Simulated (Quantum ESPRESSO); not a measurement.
# Ag3Pt3MoW: input and log of a self-consistent run

Simulated, not a measurement. The program is pw.x of Quantum ESPRESSO 7.5 (plane-wave density functional theory). The cell is made up: eight metal atoms on a face-centred cubic lattice, with elements, volume, strain and displacements drawn at random and not relaxed, so it may be unstable or far from any real phase. PseudoDojo standard norm-conserving files set the functional (PBE unless stated); there is no spin polarisation or spin-orbit coupling, the Fermi-Dirac width of 0.25 eV means electrons at about 2900 K, and the masses in the input are unused placeholders. Heavy elements are run without spin-orbit coupling, which real alloys of them have. A spin test at this wide smearing found no moment, but such smearing suppresses magnetism that the real alloy may have.

Input:

```
&control calculation='scf', pseudo_dir='./dojo.nc.sr.pbe.v0_5.standard.upf', outdir='./o', disk_io='minimal', tprnfor=.true., tstress=.true. /
&system ibrav=0, nat=8, ntyp=4, nbnd=84, ecutwfc=84.00895049, nosym=.true., tot_charge=0,
 occupations='smearing', smearing='fd', degauss=0.0183746611
/
&electrons conv_thr=1.470e-08, electron_maxstep=70, mixing_beta=0.5 /
ATOMIC_SPECIES
Ag 1.0 Ag.upf
Mo 1.0 Mo.upf
Pt 1.0 Pt.upf
W 1.0 W.upf
CELL_PARAMETERS angstrom
-3.9657 -0.001 0.0101
-0.0111 -3.919 3.953
-0.0036 5.757 1.855
ATOMIC_POSITIONS angstrom
Ag -0.0222 -0.0425 0.0115
Ag -0.1368 1.9294 1.9291
Pt 0.0125 -2.0255 2.0018
Ag -0.0717 -0.1868 3.8771
Pt -2.0266 3.9213 1.8463
Pt -1.8034 -0.0531 1.968
Mo -1.9096 1.9406 3.9353
W -1.91 -1.8286 3.8653
K_POINTS automatic
6 5 4 1 1 1
```

The log is shortened where brackets say so; the opening notice, blank lines, dates and the lines on written files are dropped, and the path of the files is cut. It prints rydbergs, bohrs and kilobars, and counts compression as positive stress. Its total energy is the free energy E - TS of the whole cell.

```
     Program PWSCF v.7.5
     Parallel version (MPI & OpenMP), running on       4 processor cores
     Number of MPI processes:                 4
     Threads/MPI process:                     1
     [start-up lines left out]
     bravais-lattice index     =            0
     lattice parameter (alat)  =       7.4941  a.u.
     unit-cell volume          =     803.5778 (a.u.)^3
     number of atoms/cell      =            8
     number of atomic types    =            4
     number of electrons       =       139.00
     number of Kohn-Sham states=           84
     kinetic-energy cutoff     =      84.0090  Ry
     charge density cutoff     =     336.0358  Ry
     scf convergence threshold =      1.5E-08
     mixing beta               =       0.5000
     number of iterations used =            8  plain     mixing
     Exchange-correlation= PBE
                           (   1   4   3   4   0   0   0)
     [axes and pseudopotential details left out]
   Cartesian axes
     site n.     atom                  positions (alat units)
         1        Ag     tau(   1) = (  -0.0055980  -0.0107169   0.0028999  )
         2        Ag     tau(   2) = (  -0.0344957   0.4865203   0.4864447  )
         3        Pt     tau(   3) = (   0.0031520  -0.5107530   0.5047768  )
         4        Ag     tau(   4) = (  -0.0180800  -0.0471038   0.9776552  )
         5        Pt     tau(   5) = (  -0.5110304   0.9888008   0.4655657  )
         6        Pt     tau(   6) = (  -0.4547480  -0.0133898   0.4962538  )
         7        Mo     tau(   7) = (  -0.4815275   0.4893445   0.9923310  )
         8        W      tau(   8) = (  -0.4816284  -0.4611025   0.9746797  )
     number of k points=    60  Fermi-Dirac smearing, width (Ry)=  0.0184
                       cart. coord. in units 2pi/alat
        k(    1) = (  -0.0829860   0.0407779   0.1405158), wk =   0.0333333
        k(    2) = (  -0.0826894   0.1712969   0.2699130), wk =   0.0333333
     [further k points left out]
     Dense  grid:    83583 G-vectors     FFT dimensions: (  45,  64,  72)
     Estimated max dynamical RAM per process >     372.07 MB
     Estimated total dynamical RAM >       1.39 GB
     Initial potential from superposition of free atoms
     starting charge     138.9962, renormalised to     139.0000
     Starting wfcs are   80 randomized atomic wfcs +    4 random wfcs
     total cpu time spent up to now is       11.3 secs
     per-process dynamical memory:   293.8 Mb
     Self-consistent Calculation
     iteration #  1     ecut=    84.01 Ry     beta= 0.50
     Davidson diagonalization with overlap
     ethr =  1.00E-02,  avg # of iterations =  3.0
     total cpu time spent up to now is       44.7 secs
     total energy              =   -2004.87969927 Ry
     estimated scf accuracy    <       1.72606945 Ry
     iteration #  2     ecut=    84.01 Ry     beta= 0.50
     Davidson diagonalization with overlap
     ethr =  1.24E-03,  avg # of iterations =  2.6
     total cpu time spent up to now is       72.5 secs
     total energy              =   -2004.87495296 Ry
     estimated scf accuracy    <       7.19374262 Ry
     iteration #  3     ecut=    84.01 Ry     beta= 0.50
     Davidson diagonalization with overlap
     ethr =  1.24E-03,  avg # of iterations =  2.1
     total cpu time spent up to now is       98.8 secs
     total energy              =   -2005.47869409 Ry
     estimated scf accuracy    <       1.71441343 Ry
     iteration #  4     ecut=    84.01 Ry     beta= 0.50
     Davidson diagonalization with overlap
     ethr =  1.23E-03,  avg # of iterations =  1.9
     total cpu time spent up to now is      126.1 secs
     total energy              =   -2005.63910990 Ry
     estimated scf accuracy    <       0.35167661 Ry
     iteration #  5     ecut=    84.01 Ry     beta= 0.50
     Davidson diagonalization with overlap
     ethr =  2.53E-04,  avg # of iterations =  1.6
     total cpu time spent up to now is      146.0 secs
     total energy              =   -2005.67167316 Ry
     estimated scf accuracy    <       0.04795879 Ry
     [iterations 6 to 11 left out]
     iteration # 12     ecut=    84.01 Ry     beta= 0.50
     Davidson diagonalization with overlap
     ethr =  9.92E-09,  avg # of iterations =  2.0
     total cpu time spent up to now is      300.3 secs
     total energy              =   -2005.67979246 Ry
     estimated scf accuracy    <       0.00000248 Ry
     iteration # 13     ecut=    84.01 Ry     beta= 0.50
     Davidson diagonalization with overlap
     ethr =  1.78E-09,  avg # of iterations =  1.1
     total cpu time spent up to now is      319.4 secs
     total energy              =   -2005.67979275 Ry
     estimated scf accuracy    <       0.00000005 Ry
     iteration # 14     ecut=    84.01 Ry     beta= 0.50
     Davidson diagonalization with overlap
     ethr =  3.72E-11,  avg # of iterations =  2.3
     total cpu time spent up to now is      343.2 secs
     total energy              =   -2005.67979275 Ry
     estimated scf accuracy    <       0.00000005 Ry
     iteration # 15     ecut=    84.01 Ry     beta= 0.50
     Davidson diagonalization with overlap
     ethr =  3.52E-11,  avg # of iterations =  2.0
     total cpu time spent up to now is      363.5 secs
     total energy              =   -2005.67979276 Ry
     estimated scf accuracy    <       0.00000009 Ry
     iteration # 16     ecut=    84.01 Ry     beta= 0.50
     Davidson diagonalization with overlap
     ethr =  3.52E-11,  avg # of iterations =  2.0
     total cpu time spent up to now is      382.7 secs
     End of self-consistent calculation
     [lines on levels left out]
!    total energy              =   -2005.67979276 Ry
     estimated scf accuracy    <          5.1E-09 Ry
     smearing contrib. (-TS)   =      -0.10459429 Ry
     internal energy E=F+TS    =   -2005.57519847 Ry
     The total energy is F=E-TS. E is the sum of the following terms:
     one-electron contribution =    -525.05636536 Ry
     hartree contribution      =     358.04135039 Ry
     xc contribution           =    -335.97136521 Ry
     ewald contribution        =   -1502.58881829 Ry
     convergence has been achieved in  16 iterations
     Forces acting on atoms (cartesian axes, Ry/au):
     atom    1 type  1   force =     0.04812408    0.03477256    0.00417310
     atom    2 type  1   force =     0.08569976   -0.00739313    0.00117605
     atom    3 type  3   force =     0.03625996   -0.02228160    0.01393236
     atom    4 type  1   force =     0.09919979    0.09967773    0.02340291
     atom    5 type  3   force =    -0.01243708   -0.05071392   -0.01322897
     atom    6 type  3   force =    -0.11121805    0.04193131   -0.00209695
     atom    7 type  2   force =    -0.05830109    0.02535568   -0.00167986
     atom    8 type  4   force =    -0.08732738   -0.12134862   -0.02567865
     Total force =     0.278140     Total SCF correction =     0.000378
     Computing stress (Cartesian axis) and pressure
          total   stress  (Ry/bohr**3)                   (kbar)     P=      286.69
   0.00221170   0.00015755   0.00007057          325.35       23.18       10.38
   0.00015755   0.00186737   0.00015238           23.18      274.70       22.42
   0.00007057   0.00015238   0.00176762           10.38       22.42      260.03
     init_run     :      9.70s CPU     10.32s WALL (       1 calls)
     electrons    :    359.99s CPU    371.40s WALL (       1 calls)
     forces       :      3.60s CPU      3.63s WALL (       1 calls)
     stress       :     12.73s CPU     12.74s WALL (       1 calls)
     [timing details left out]
     PWSCF        :   6m27.06s CPU   6m39.16s WALL
     JOB DONE.
```

In other units: free energy -27288.664 eV for the cell, pressure 28.67 GPa, largest force component 3.120 eV/Å in size. The run took 401 s of wall time with four MPI processes on a shared machine (AMD EPYC, older, virtual cores), so the time is rough. A rerun of this cell at a higher cutoff and on a denser mesh moved values by no more than 0.004 eV in energy, 0.04 GPa in stress and 0.006 eV/Å in force, and a second program with other atomic files agreed on that cell to 2 % rms in force and 0.5 GPa in pressure.